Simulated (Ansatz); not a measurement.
Question: S (α-S8, Fddd) is relaxed with plane-wave PAW PBEsol (Ansatz code). What lattice parameters of the conventional cell result?

Answer: a = 10.615 Å, b = 12.963 Å, c = 24.300 Å.

Question: Give the free coordinates with the occupied sites.

Answer: In one choice of origin and axes:

```json
[
 {"atom": "S", "site": "32h", "symmetry": "1", "x": "0.0184", "y": "0.4222", "z": "0.0744"},
 {"atom": "S", "site": "32h", "symmetry": "1", "x": "0.3351", "y": "0.1072", "z": "0.1277"},
 {"atom": "S", "site": "32h", "symmetry": "1", "x": "0.0916", "y": "0.1552", "z": "0.2982"},
 {"atom": "S", "site": "32h", "symmetry": "1", "x": "0.0884", "y": "0.0329", "z": "0.2443"}
]
```

Question: Is it a metal or does it have a gap at this level?

Answer: A gap of 2.00 eV, indirect.

The PBEsol relaxation kept the symmetry of its start. A crystal of weakly bound molecules computed without a dispersion correction: the cell and the soft elastic constants depend strongly on that.

Potentials: the earlier of the program's two PAW sets.
